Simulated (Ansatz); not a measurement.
## Notes on SrMg

```
Mg Sr
1.0
     3.92891    0.00000    0.00000
     0.00000    3.92891    0.00000
     0.00000    0.00000    3.92891
Mg Sr
1 1
Direct
  0.00000 0.00000 0.00000
  0.50000 0.50000 0.50000
```

The numbers come from plane-wave PAW DFT (Ansatz): r2SCAN, no spin polarisation, 500 eV, 9×9×9 Γ-centred k points, methfessel-paxton occupations (width 0.136 eV). Nothing was relaxed.

- Formation energy: 0.05 eV an atom against the elements' usual phases (free molecules for gases, crystals otherwise, with no correction for O₂ or N₂), so at this geometry it isn't bound against them. Relaxing would lower it.
- Contacts: Mg–Sr at 3.40 Å: least valence density 0.08 e/Å³ and ELF 0.21 there. Mg–Mg at 3.93 Å: least valence density 0.09 e/Å³ and ELF 0.77 there. Sr–Sr at 3.93 Å: least valence density 0.05 e/Å³ and ELF 0.07 there. Both are smooth PAW fields, read partly inside the augmentation spheres.
- Charges: Bader charges in e: Sr +1.02, Mg -1.02. In the mean Sr gives up most and Mg takes most.
- Electronic structure: It is a metal, with about 1.3 states/eV a cell as the mean within 0.25 eV of the Fermi level.
- Stress: The pressure is 5.7 GPa (compression positive), so with the atoms held at these fractions the cell would first expand.

Origin: a database entry at a rescaled volume.
